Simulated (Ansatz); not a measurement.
NaLiICl: short molecular dynamics at 800 K

Level of theory: DFT PBEsol, scalar-relativistic, plane waves, PAW in Ansatz 0.2.0. Settings: plane waves to 420 eV, k-mesh 2×2×2 (shifted by 0.5, 0.5, 0.5 steps), Fermi–Dirac smearing 0.069 eV. The mesh is coarse. Spin–orbit coupling is left out, which matters for the heavy elements here. No spin polarisation.

16 atoms, starting at 1.02 times the perfect crystal's volume (space group P4/mmm, the cell as given, not relaxed at this level); constant energy, velocities drawn at 800 K, fixed cell; 32 steps of 0.75 fs. The run is short and not equilibrated.

First frame:

```
Na Li I Cl
1.0
     0.00000    8.23747    0.00000
    -8.23747    0.00000    0.00000
     4.11873   -4.11873    6.25651
Na Li I Cl
4 4 4 4
Direct
  0.50000 0.50000 0.50000
  0.00000 0.50000 0.50000
  0.50000 0.00000 0.50000
  0.00000 0.00000 0.50000
  0.00000 0.50000 0.00000
  0.50000 0.50000 0.00000
  0.00000 0.00000 0.00000
  0.50000 0.00000 0.00000
  0.25000 0.25000 0.00000
  0.75000 0.25000 0.00000
  0.25000 0.75000 0.00000
  0.75000 0.75000 0.00000
  0.25000 0.75000 0.50000
  0.75000 0.75000 0.50000
  0.25000 0.25000 0.50000
  0.75000 0.25000 0.50000
```

| Item | Value |
| --- | --- |
| Mean temperature over the second half | 659 K |
| Mean pressure over the second half (kinetic part included) | -0.6 GPa |
| Mean potential energy above the perfect crystal (as given, at volume ratio 1; besides heat the difference comes from the volume, 2 % larger, and the crystal's own pressure of -1.1 GPa; its own run had another smearing, without effect beside its gap) | 21 meV/atom |
| Drift of the conserved energy over the run | 0.0065 meV/atom |
| Mean-square drift of Cl from first to last step (mean shift of all atoms removed) | 0.05 Å² |
| Mean-square drift of I from first to last step (mean shift of all atoms removed) | 0.01 Å² |
| Mean-square drift of Li from first to last step (mean shift of all atoms removed) | 0.15 Å² |
| Mean-square drift of Na from first to last step (mean shift of all atoms removed) | 0.03 Å² |

Pair distribution functions g(r), second half of the run, up to half the cell's height:

```
r (Å) Cl-Li Cl-Na I-Li I-Na
 2.35    0.0    0.0   0.0   0.0
 2.45    0.0    0.0   0.4   0.0
 2.55    0.0    0.0   3.4   0.0
 2.65    1.1    0.0   5.8   0.0
 2.75    1.0    2.3   4.3   0.0
 2.85    1.2   18.6   3.5   0.0
 2.95    1.9    9.8  12.1   0.0
 3.05    1.9    8.9   2.9   8.9
```

Along the run (potential energy from its first value; pressure with the kinetic part):

```tsv
t (fs)	T (K)	ΔE_pot (meV/atom)	P (GPa)
0.0	800	0.0	-1.0
0.8	800	0.0	-1.0
1.5	799	0.1	-1.0
2.2	798	0.3	-1.0
3.0	796	0.5	-1.0
3.8	793	0.8	-1.0
4.5	791	1.1	-1.0
5.2	787	1.6	-1.0
6.0	783	2.0	-1.0
6.8	779	2.6	-1.0
7.5	774	3.2	-0.9
8.2	768	3.8	-0.9
9.0	762	4.5	-0.9
9.8	756	5.3	-0.9
10.5	749	6.2	-0.9
11.2	742	7.0	-0.9
12.0	734	8.0	-0.8
12.8	726	9.0	-0.8
13.5	718	10.0	-0.8
14.2	709	11.1	-0.8
15.0	700	12.2	-0.7
15.8	690	13.3	-0.7
16.5	680	14.5	-0.7
17.2	670	15.7	-0.7
18.0	660	16.9	-0.6
18.8	650	18.2	-0.6
19.5	640	19.4	-0.6
20.2	630	20.6	-0.5
21.0	620	21.9	-0.5
21.8	610	23.1	-0.5
22.5	600	24.2	-0.5
23.2	590	25.4	-0.4
24.0	581	26.5	-0.4
```

Cost: 1 run of about 2.6 core-minutes (earlier runs that led there not counted), on Intel Xeon 6975P-C (Granite Rapids) (shared hosts).